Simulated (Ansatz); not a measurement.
Values for one crystal, relaxed and computed with PBEsol in the plane-wave PAW code Ansatz; other levels are named.

| Item | Value |
|---|---|
| Volume per atom | 23.53 Å³ |
| Electronic character | metallic (no gap) |
| Bulk modulus (Birch–Murnaghan fit) | 68.0 GPa |
| Formation energy from the elements (no fitted shifts) | -0.27 eV/atom |
| Density of states at the Fermi level | 0.31 states/eV per atom (mean over ±0.08 eV) |
| Poisson's ratio | 0.33 |
| Elastic constants (relaxed ions, GPa) | C11 = 119, C22 = 100, C33 = 114, C12 = 50.9, C13 = 45.3, C23 = 45.8, C44 = 13.4, C55 = 39.6, C66 = 22.3 |

Problem. Pick the material that matches.
A) InPd3, Cu3Au type
B) Sn4Pd, Ccce (Sn on 16i, Pd on 4b)
C) SnPt3, Cu3Au type
D) Ti2Pd, MoSi2 or CaC2 type

Solution. B, Sn4Pd, Ccce (Sn on 16i, Pd on 4b)

The first step of the workflow began from a Materials Project structure, measured or hypothetical; the Crystallography Open Database files this formula in space group No. 68, but the cells were not matched. Its standing as an ambient phase is unchecked. The PBEsol relaxation kept the symmetry of its start; whether a distortion lowers the energy is not shown. The run is not spin-polarised. As this level gives no gap, shear constants depend on the k-mesh and smearing (Fermi–Dirac, 0.1 eV here). The references are the lowest solids computed at this level, not always the standard phases. Spin–orbit coupling is left out wherever it is not named.

Potentials: the later of the program's two PAW sets.
